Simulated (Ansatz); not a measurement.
# LiGa: zone-centre modes under pressure

LiGa, Fd-3m, a = 6.055 Å. The structure is a COD entry; whether it is the stable form wasn't checked. Ansatz: LDA, PAW, 420 eV, Γ-centred 12×12×12 mesh on 4 atoms, Fermi-Dirac smearing 0.15 eV; no spin polarisation. Cell and atoms are relaxed at each pressure with the symmetry kept; optical modes at Γ by linear response, in cm⁻¹, matched by rank (the highest 3 distinct ones).

```
P (GPa) V (Å³/atom)     ω1     ω2     ω3
      0       13.875  182.4  259.2  374.1
      2       13.405  192.3  274.4  390.3
      6       12.673      ?      ?      ?
```

Problem. Get each mode's Grüneisen parameter γ = −d ln ω/d ln V from the other rows and predict the missing frequencies.

Solution. ln(V/V0) = 0.0000, -0.0345, -0.0906; a line through ln(ω/ω0) of the 2 known rows gives ω1: γ = 1.532, predicted 209.6, computed 209.0; ω2: γ = 1.652, predicted 301.0, computed 300.1; ω3: γ = 1.229, predicted 418.2, computed 418.0. The worst miss is 0.3 %, or 2 % of the shift under pressure, so a constant γ serves at that level. In a metal these frequencies hang on the mesh and smearing.